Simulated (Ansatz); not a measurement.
Relaxed AlN (wurtzite):

```yaml
crystal:
  lattice:
    - [3.10670, 0.00000, 0.00000]
    - [-1.55335, 2.69048, 0.00000]
    - [0.00000, 0.00000, 4.97846]
  atoms:
    - { symbol: Al, position: [0.33333, 0.66667, 0.99659] }
    - { symbol: Al, position: [0.66667, 0.33333, 0.49659] }
    - { symbol: N, position: [0.33333, 0.66667, 0.37821] }
    - { symbol: N, position: [0.66667, 0.33333, 0.87821] }
```

All values below come from r2SCAN (plane waves to 500 eV, PAW, scalar-relativistic; Ansatz, a quantum-chemistry and plane-wave program). k mesh 10×10×6 (Γ-centred), Fermi-Dirac smearing 0.05 eV. AlN was relaxed with its symmetry unable to fall.

One atom of the cell was then moved (with its periodic images), all else fixed, and the forces (eV/Å) came out as:

| atom | Fx | Fy | Fz |
|---|---|---|---|
| Al1 | 0.529 | 0.037 | 0.022 |
| Al2 | 0.063 | 0.000 | 0.003 |
| N3 | 0.030 | 0.001 | 0.000 |
| N4 | -0.622 | -0.039 | -0.025 |

Q: Which atom was moved, and by which vector (Å)?

A: N4, by (0.04, 0.00, 0.00), 0.04 Å in all.

(For displaced atoms, the force is minus the slope of the energy, and its curvature is a force constant, which sets phonon frequencies.)
